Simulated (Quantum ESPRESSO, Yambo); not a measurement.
## Levels of theory for the gap of Mg$_{2}$Ge

Mg₂Ge (anti-fluorite, space group Fm-3m, No. 225): one geometry, one set of PBE (stringent potentials; pw.x of Quantum ESPRESSO, ONCV potentials, no spin-orbit coupling) orbitals, self-energies from Yambo (4×4×4 Γ-centred k mesh, bands 13 to 286 and a 15 Ry block in the screening, 286 bands in G with the Bruneval-Gonze terminator, plasmon pole fitted at 27.2 eV).

Cell and atoms were relaxed with PBEsol from Materials Project entry mp-408, within its symmetry.

| level | gap Γ → X (eV) | direct gap at Γ (eV) | rough Yambo cost |
|---|---|---|---|
| PBE (Quantum ESPRESSO) | 0.14 | 1.09 | – |
| exchange only (Hartree-Fock self-energy on PBE orbitals) | 4.57 | 6.12 | about 1/20 (8 states) |
| static COHSEX@PBE | 1.22 | 2.20 | about 1/2 (3 states) |
| G0W0@PBE, plasmon pole | 0.59 | 1.73 | 1 (8 states) |

Bare exchange has no screening and gives the widest gap; static COHSEX screens it but leaves out the frequency dependence, which G0W0 restores.

Costs are rough ratios of core time on shared machines.

Nearest settings tried, and what they do to the gap: 152 bands in G: +3 meV; 152 bands in W, 152 bands in G: -45 meV; 9 Ry block (229 vectors against 459): -21 meV. Not varied: mesh. So the settings aren't converged at that level.

Spin-orbit splittings are left out.
